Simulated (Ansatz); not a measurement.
Geometry optimisation in Ansatz: input, command and trajectory.

```yaml
crystal:
  lattice:
    - [1.5033260254, 0.8679456854, 5.5999138622]
    - [-1.5033260254, 0.8679456854, 5.5999138622]
    - [0.0, -1.7358913709, 5.5999138622]
  atoms:
    - { symbol: Na, position: [0.0, 0.0, 0.0] }
    - { symbol: Ti, position: [0.5, 0.5, 0.5] }
    - { symbol: O, position: [0.7643775188, 0.7643775188, 0.7643775188] }
    - { symbol: O, position: [0.2356224812, 0.2356224812, 0.2356224812] }
basis:
  ecutwfc: 420
kpoints:
  mp_grid: { grid: [18, 18, 18] }
hamiltonian:
  xc: pbesol
scf:
  occupations: { method: gaussian, width: 0.1 }
output:
  forces: true
  stress: true
  eigenvalues: true
  write_density: true
  write_potential: true
  elf: true
  volumetric_format: npy
relax:
  adjacent_minimum: "off"
  f_tol: 0.01
  max_steps: 30
  cell: { stress_tol: 0.1, fix: [volume] }
```

```bash
ansatz run input.yaml --threads 1 --pin off --max-ram 2560MiB --backend cpu --events-out ev --progress --plain --runs-dir out
```

The calculation used DFT PBEsol, scalar-relativistic, plane waves, PAW (Ansatz).

The volume is held at 1.06 times that of the relaxed cell.

Of 5 frames 4 are shown, positions in Å and forces in eV/Å; the SCF threshold varies from step to step. Steps run on the plane waves of an earlier cell, with a Pulay correction in the pressure. The basis is chosen afresh for the last frame, the zero of the energies, and at times for earlier ones too; energy and pressure step there, also at an unchanged geometry.

```xyz
4
Lattice="1.5033 0.8679 5.5999 -1.5033 0.8679 5.5999 0.0000 -1.7359 5.5999" Properties=species:S:1:pos:R:3:forces:R:3 pbc="T T T" step=1 free_energy_over_end_meV_per_atom=1.04 pressure_GPa=-7.81
Na    0.0000    0.0000    0.0000    0.0000    0.0000    0.0000
Ti    0.0000    0.0000    8.3999    0.0000    0.0000    0.0000
O     0.0000    0.0000   12.8413    0.0000    0.0000    0.2622
O     0.0000    0.0000    3.9584    0.0000    0.0000   -0.2622
4
Lattice="1.5031 0.8678 5.6013 -1.5031 0.8678 5.6013 0.0000 -1.7357 5.6013" Properties=species:S:1:pos:R:3:forces:R:3 pbc="T T T" step=2 free_energy_over_end_meV_per_atom=0.10 pressure_GPa=-7.05
Na    0.0000    0.0000    0.0000    0.0000    0.0000    0.0000
Ti    0.0000    0.0000    8.4019    0.0000    0.0000    0.0000
O     0.0000    0.0000   12.8559    0.0000    0.0000    0.0625
O     0.0000    0.0000    3.9479    0.0000    0.0000   -0.0625
4
Lattice="1.5010 0.8666 5.6176 -1.5010 0.8666 5.6176 0.0000 -1.7332 5.6176" Properties=species:S:1:pos:R:3:forces:R:3 pbc="T T T" step=3 free_energy_over_end_meV_per_atom=0.01 pressure_GPa=-6.74
Na    0.0000    0.0000    0.0000    0.0000    0.0000    0.0000
Ti    0.0000    0.0000    8.4264    0.0000    0.0000    0.0000
O     0.0000    0.0000   12.8977    0.0000    0.0000   -0.0009
O     0.0000    0.0000    3.9550    0.0000    0.0000    0.0009
4
Lattice="1.5015 0.8669 5.6132 -1.5015 0.8669 5.6132 0.0000 -1.7338 5.6132" Properties=species:S:1:pos:R:3:forces:R:3 pbc="T T T" step=5 free_energy_over_end_meV_per_atom=0.00 pressure_GPa=-6.76
Na    0.0000    0.0000    0.0000    0.0000    0.0000    0.0000
Ti    0.0000    0.0000    8.4198    0.0000    0.0000    0.0000
O     0.0000    0.0000   12.8874    0.0000    0.0000   -0.0008
O     0.0000    0.0000    3.9521    0.0000    0.0000    0.0008
```

Time: 110 s on 1 thread of Intel(R) Xeon(R) Platinum 8488C (Sapphire Rapids), with other jobs on the host, peak memory 0.79 GiB.

Spin polarisation was left out, and a magnetic state may lie lower.